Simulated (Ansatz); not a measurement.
InGaAs2:
```
InGaAs2
1.0
    4.16656     0.00000     0.00000
    0.00000     4.16656     0.00000
    0.00000     0.00000     5.90342
In Ga As
1 1 2
Direct
  0.00000   0.00000   0.50000
  0.50000   0.50000   0.00000
  0.50000   0.00000   0.76907
  0.00000   0.50000   0.23093
```

Relaxed with HSE06. Special points in fractions of this cell's reciprocal vectors: Γ (0.000, 0.000, 0.000); X (0.000, 0.500, 0.000); M (0.500, 0.500, 0.000); Z (0.000, 0.000, 0.500); R (0.000, 0.500, 0.500); A (0.500, 0.500, 0.500).

**Question.** List the band energies nearest the valence-band maximum at these points for plane-wave PAW HSE06 (Ansatz code).

**Answer.** In eV from the valence-band maximum; about four levels below and three above (degenerate sets whole), none deeper than 8.9 eV; points with the same levels are listed once.

| k | below | above |
|---|---|---|
| Γ | -2.73 -2.73 -0.12 0.00 0.00 | 0.63 2.14 2.51 |
| X | -3.40 -3.11 -1.55 -0.93 | 2.80 3.90 5.72 |
| M | -2.81 -2.66 -2.66 -2.48 | 2.08 2.08 2.33 |
| Z | -2.02 -2.02 -1.32 -1.32 | 2.57 2.67 3.56 |
| R | -1.51 -1.15 -1.12 -0.84 | 1.28 1.83 5.09 |
| A | -3.51 -3.39 -3.27 -3.27 | 5.17 5.17 5.17 |

Space group P-4m2. The first step of the workflow began from a Materials Project structure, measured or hypothetical; the Crystallography Open Database copy checked does not list it. With In and Ga taken as one species the cell has the higher symmetry F-43m, so it may be an ordered model of a mixed-site phase. Whether it is the stable phase at ambient conditions was not checked. The cell was relaxed with HSE06 under the symmetry of its start; its stability against distortions is not shown here. The hybrid was solved on a coarse mesh, the path and, where they were found, the r²SCAN edge points; its band edges are the extreme levels among these. Spin–orbit coupling is left out wherever it is not named.

Potentials: the later of the program's two PAW sets.
